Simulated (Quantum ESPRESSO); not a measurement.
# Strain and stress in Si7Al

Calculated results; nothing here was measured. They come from pw.x of Quantum ESPRESSO 7.5, a plane-wave density functional program, with PseudoDojo standard norm-conserving files (v0.5 for PBE, v0.4.1 for LDA and PBEsol). The cells are made up: elements, strain and atom displacements were drawn at random, and nothing was relaxed. There is no spin polarisation, spin-orbit coupling or dispersion term.

The cell has 8 sites of a zincblende or diamond lattice. Sites 1 to 4 hold Si Al Si Si; sites 5 to 8 hold Si Si Si Si. Cell vectors in Å: (5.466, 0.003, -0.019); (0.003, 5.474, 0.044); (-0.019, 0.044, 5.568). Settings: PBE, cutoff 544 eV, 6 x 6 x 6 k mesh shifted by half a step, Fermi-Dirac smearing of 0.1 eV.

Each run adds a shear xy (given as the tensor component) to one cell, with the atoms carried along; the vectors above are those of run 3. Stress is positive in tension and P is minus a third of its trace. E is the free energy for each atom above the lowest run shown.

| run | strain (%) | s_xx (GPa) | s_yy (GPa) | s_zz (GPa) | s_xy (GPa) | P (GPa) | E (meV/atom) |
| --- | --- | --- | --- | --- | --- | --- | --- |
| 1 | -1.97 | -2.47 | -1.80 | -1.44 | 1.42 | 1.90 | 0.00 |
| 2 | -1.19 | -2.75 | -2.08 | -1.45 | 2.79 | 2.09 | 4.20 |
| 4 | 0.43 | -3.44 | -2.80 | -1.65 | 5.68 | 2.63 | 21.97 |
| 5 | 1.07 | -3.76 | -3.14 | -1.80 | 6.84 | 2.90 | 32.45 |
| 6 | 1.62 | -4.06 | -3.46 | -1.96 | 7.83 | 3.16 | 43.00 |
| 7 | 1.88 | -4.21 | -3.61 | -2.05 | 8.30 | 3.29 | 48.48 |
| 3 | 0.02 | ? | ? | ? | ? | ? | ? |

A rerun of one of these cells at 778 eV and k mesh 8 x 8 x 8 moved values by no more than 0.002 eV in the cell's energy, 0.09 GPa in stress and 0.016 eV/Å in force.

## Worked fit

A parabola through the six runs shown gives s_xy = 4.91 + 1.79 e + 0.008 e² GPa, with e in per cent and a scatter of 0.01 GPa. The slope is a stiffness of 179 ± 1 GPa for each unit of this strain at e = 0, twice a shear constant under the stress shown, since the tensor component is half the shear angle. The atoms are clamped, and relaxing them would in general lower it. The error is the larger of the fit's own and the change that a cubic makes, rounded up.

## Withheld run

Question: what s_xy should run 3 give?

The fit gives 4.95 GPa. The calculation gave 4.95 GPa.

```
run,strain (%),s_xx (GPa),s_yy (GPa),s_zz (GPa),s_xy (GPa),P (GPa),E (meV/atom)
3,0.02,-3.25,-2.60,-1.57,4.95,2.47,16.31
```